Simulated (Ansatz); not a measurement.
Computed with DFT PBE, scalar-relativistic, plane waves, PAW (Ansatz). All cells share a 420 eV cutoff and Γ-centred k meshes spaced at most about 0.3 Å⁻¹ (about 0.25 or finer for metals, 2π included). No spin polarisation in the final relaxations.

All energies are static (0 K, no zero-point motion). All come from trial cells, and lower structures may exist.

**Question.** Which of these relaxed structures of TaNb₃F₂ is the lowest in energy?
1.

```
Ta Nb F
1.0
     4.40565    0.00000    0.00000
     0.00000    4.40565    0.00000
     0.00000    0.00000    5.57544
Ta Nb F
1 3 2
Direct
  0.00000 0.00000 0.00000
  0.00000 0.50000 0.25237
  0.50000 0.00000 0.74763
  0.00000 0.00000 0.50000
  0.50000 0.50000 0.50000
  0.50000 0.50000 0.00000
```

2.

```
Ta Nb F
1.0
     3.11367    0.00000    0.00000
     0.00000    3.11367    0.00000
     0.00000    0.00000    9.86483
Ta Nb F
1 3 2
Cartesian
  0.0000 0.0000 0.0000
  0.0000 0.0000 6.6348
  0.0000 0.0000 3.2300
  1.5568 1.5568 4.9324
  1.5568 1.5568 8.7017
  1.5568 1.5568 1.1631
```

3.

```
Ta Nb F
1.0
     5.52826    0.00000    0.00000
    -2.76413    4.78761    0.00000
     0.00000    0.00000    3.49339
Ta Nb F
1 3 2
Direct
  0.00000 0.00000 0.00000
  0.50000 0.00000 0.50000
  0.50000 0.50000 0.50000
  0.00000 0.50000 0.50000
  0.33333 0.66667 0.00000
  0.66667 0.33333 0.00000
```

4.

```
Ta Nb F
1.0
     2.90790    1.67888    4.27718
    -2.90790    1.67888    4.27718
     0.00000   -3.35776    4.27718
Ta Nb F
1 3 2
Direct
  0.00000 0.00000 0.00000
  0.00000 0.50000 0.00000
  0.50000 0.00000 0.00000
  0.00000 0.00000 0.50000
  0.72567 0.72567 0.72567
  0.27433 0.27433 0.27433
```

**Answer.** 2. It has space group P4/mmm (No. 123); the next, 3, with space group P6/mmm (No. 191), lies 120 meV/atom higher. Counting F atoms around Nb and Ta (those within 1.25 times the shortest such distance or 1.15 times the sum of covalent radii; the shortest distance is added where it is long for a bond; a slash parts the counts of unlike sites), the lowest has Ta 8, Nb 2 from 3.8 Å/4 from 3.0 Å and the next has Ta 6 from 3.2 Å, Nb 4.

These runs have no spin–orbit coupling, which can matter for Ta. A magnetic state wasn't ruled out in cells without spin, among them P4/mmm. Cells relaxed within their symmetry can be saddle points. Some candidate types were left out of the draw beforehand, so a known form may be missing.
